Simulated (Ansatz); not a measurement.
Computed properties of Cs₂KYCl₆

Cs2KYCl6:
```
CELL_PARAMETERS angstrom
      0.00000     5.41138     5.41138
      5.41138     0.00000     5.41138
      5.41138     5.41138     0.00000
ATOMIC_POSITIONS crystal
  K  0.50000 0.50000 0.50000
  Cs 0.75000 0.75000 0.75000
  Cs 0.25000 0.25000 0.25000
  Y  0.00000 0.00000 0.00000
  Cl 0.76251 0.23749 0.23749
  Cl 0.23749 0.76251 0.76251
  Cl 0.23749 0.76251 0.23749
  Cl 0.76251 0.23749 0.76251
  Cl 0.23749 0.23749 0.76251
  Cl 0.76251 0.76251 0.23749
```

Space group Fm-3m (No. 225); conventional cell a = 10.823 Å, b = 10.823 Å, c = 10.823 Å, α = 90.00°, β = 90.00°, γ = 90.00°.

Method: LDA (plane waves, PAW; program Ansatz). Structure relaxed to zero pressure with the same functional. Other levels are named where they apply.

**Cell and energy**

```json
{
 "volume_per_atom": "31.69 Å³",
 "density": "3.18 g/cm³",
 "Formation energy from the elements (no fitted shifts)": "-2.17 eV/atom"
}
```

**Electronic structure**

```json
{
  "band_gap": "5.03 eV (direct)",
  "valence_band_maximum": "at Γ",
  "conduction_band_minimum": "at Γ",
  "Electron effective mass, band 1 of 3 at the edge": "6.0 along [100], 1.4 along [110], 1.1 along [111] (mₑ)",
  "Electron effective mass, band 2 of 3 at the edge": "0.71 along [100], 1.2 along [110], 0.96 along [111] (mₑ)",
  "Electron effective mass, band 3 of 3 at the edge": "0.71 along [100], 0.71 along [110], 0.96 along [111] (mₑ)",
  "Hole effective mass, band 1 of 3 at the edge": "3.7 along [110], 2.8 along [111] (mₑ)",
  "Hole effective mass, band 2 of 3 at the edge": "1.3 along [100], 1.9 along [110], 1.6 along [111] (mₑ)",
  "Hole effective mass, band 3 of 3 at the edge": "1.3 along [100], 1.3 along [110], 1.6 along [111] (mₑ)"
}
```

**Mechanics**

```json
{
 "Bulk modulus (Birch–Murnaghan fit)": "23.8 GPa",
 "Pressure derivative B′": "5.6",
 "Elastic constants (relaxed ions, GPa)": "C11 = 59.0, C12 = 6.3, C44 = 2.3",
 "mechanical_stability": "stable (all eigenvalues of C positive)"
}
```

**Dielectric response**

```json
{
 "Electronic dielectric constant ε∞ (DFPT)": "2.82",
 "Born charges (a third of the trace)": "K +1.24, Cs +1.33, Y +3.38, Cl -1.21 e"
}
```

**Phonons**

```json
{
  "Highest zone-centre frequency (without LO–TO term)": "9.12 THz",
  "zone_centre_stability": "unstable, softest mode 52i cm⁻¹"
}
```

The first step of the workflow began from a Materials Project structure, measured or hypothetical; the Crystallography Open Database copy checked does not list it. Whether it is the stable phase at ambient conditions was not checked. Symmetry was held in the LDA relaxation. The run is not spin-polarised. The references are the lowest solids computed at this level, not always the standard phases (solids in place of the gases). Spin–orbit coupling is left out wherever it is not named.

Potentials: the later of the program's two PAW sets.
